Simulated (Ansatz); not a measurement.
AlInN₂:
```xyz
8
Lattice="-2.3492 2.3492 4.6030 2.3492 -2.3492 4.6030 2.3492 2.3492 -4.6030" Properties=species:S:1:pos:R:3 pbc="T T T"
Al     0.0000     2.3492     2.3015
Al     0.0000     0.0000     0.0000
In     2.3492     0.0000     2.3015
In     0.0000     0.0000     4.6030
N     -1.1746     1.3965     3.4522
N      1.3965     1.1746     5.7537
N      3.5238     0.9527    -1.1507
N      0.9527     1.1746     1.1507
```

Tensor components refer to the Cartesian frame of this cell.

Task: Give the proper piezoelectric stress tensor with relaxed ions from PBEsol in the plane-wave PAW code Ansatz.

Result: In C/m², rows x, y, z, Voigt columns; mesh uncertainty up to 0.00.
```
0.00  0.00  0.00  0.63  0.00  0.00
0.00  0.00  0.00  0.00  0.63  0.00
0.00  0.00  0.00  0.00  0.00  0.63
```

The elastic tensor of the same run (GPa):

```
233  135  136  0.0  0.0  0.0
135  233  136  0.0  0.0  0.0
136  136  220  0.0  0.0  0.0
0.0  0.0  0.0  123  0.0  0.0
0.0  0.0  0.0  0.0  123  0.0
0.0  0.0  0.0  0.0  0.0  117
```

Task: Convert to strain constants d = e·S.

Result: In pC/N:
```
0.0  0.0  0.0  5.1  0.0  0.0
0.0  0.0  0.0  0.0  5.1  0.0
0.0  0.0  0.0  0.0  0.0  5.4
```

Space group I-42d (chalcopyrite). The first step of the workflow began from a Materials Project structure, measured or hypothetical; the Crystallography Open Database copy checked does not list it. Whether it is the stable phase at ambient conditions was not checked. The cell was relaxed with PBEsol under the symmetry of its start; its stability against distortions is not shown here. Signs of piezoelectric constants follow the polarity of the cell as given.

Potentials: the later of the program's two PAW sets.
